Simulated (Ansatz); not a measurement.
Input and command of a plane-wave DFT calculation in Ansatz:

```yaml
crystal:
  lattice:
    - [14.0, 0.0, 0.0]
    - [0.0, 14.5, 0.0]
    - [0.0, 0.0, 15.0]
  atoms:
    - { symbol: O, position: [0.4224778799, 0.4770680392, 0.5003087187] }
    - { symbol: S, position: [0.515598371, 0.4642761183, 0.4991264741] }
    - { symbol: O, position: [0.5775221201, 0.5357238817, 0.5008735259] }
  symmetry: { detect: false }
basis:
  ecutwfc: 420
kpoints:
  mp_grid: { grid: [1, 1, 1] }
hamiltonian:
  xc: pbe
  dispersion: d3bj
scf:
  occupations: { method: gaussian, width: 0.005 }
output:
  forces: true
  eigenvalues: true
relax:
  adjacent_minimum: "off"
  f_tol: 0.01
  max_steps: 120
```

```bash
ansatz run input.yaml --threads 4 --pin off --max-ram 11264MiB --backend cpu --events-out ev --progress --plain --runs-dir out
```

Processor: Arm Neoverse V1, 4 threads, on a host shared with other jobs.

Problem. How long does it run, and how much memory does it take?

Solution. About 20 s on 4 threads of Arm Neoverse V1, on a shared host, peak memory 1.3 GiB. It solves 13 bands at 1 k points (the mesh reduced by the symmetry that the task leaves, which can be less than the crystal's) with about 59533 plane waves, in 37 SCF iterations over 6 ionic steps.
